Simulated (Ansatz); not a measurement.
## Coordination and ³³S quadrupole coupling in Mg2Cr3GaS8

Cell: a Materials Project structure (computed, not necessarily an observed phase), atoms as given.

Space group R-3m:H (No. 166); a = 7.2455, c = 17.7809 Å, γ = 120.00°.

```
site  Wyckoff  site symmetry       x       y       z
  Mg       6c             3m  0.0000  0.0000  0.8755
  Cr       9e           .2/m  0.1667  0.3333  0.3333
  Ga       3b            -3m  0.0000  0.0000  0.5000
  S7       6c             3m  0.0000  0.0000  0.7366
  S8      18h             .m  0.8492  0.6984  0.4104
```

One atom of each set is listed; the run and its k-mesh use a cell of 14 atoms with edges of 7.25, 7.25, 7.25 Å.

Method: Kohn–Sham DFT in Ansatz, r2SCAN, plane waves and PAW, scalar-relativistic, collinear spin, 500 eV cutoff, Γ-centred 5×5×5 k-points, Fermi–Dirac smearing 0.02 eV. Start moments as typed (μB): 3 on each Cr, none on the rest.

Q(³³S) = -69.40 mb.

Problem. Order the S environments from the weakest to the strongest quadrupole coupling.
A. S8: 2 Cr at 2.42 Å, 1 Mg at 2.44 Å, 1 Ga at 2.47 Å
B. S7: 3 Cr at 2.43 Å, 1 Mg at 2.47 Å

Solution. B (1.15 MHz, η = 0.00), A (2.88 MHz, η = 0.88).

An axis of threefold or higher order runs through S7, so V_zz lies along it and η is zero. Like point charges on the first shell alone (each adding as 1/d³) would give the same order.

The largest force is 0.3 eV/Å, so the atoms aren't at the calculated equilibrium and relaxing them would move these values. The program didn't check the stability of this electronic state in full, so a lower one may lie near. All moments are parallel here, as the start or the cell imposes; many such compounds order antiparallel, where fields and spin densities carried over to other atoms largely cancel. The magnetic order is the one that the run reached from its start moments, not necessarily the measured one.
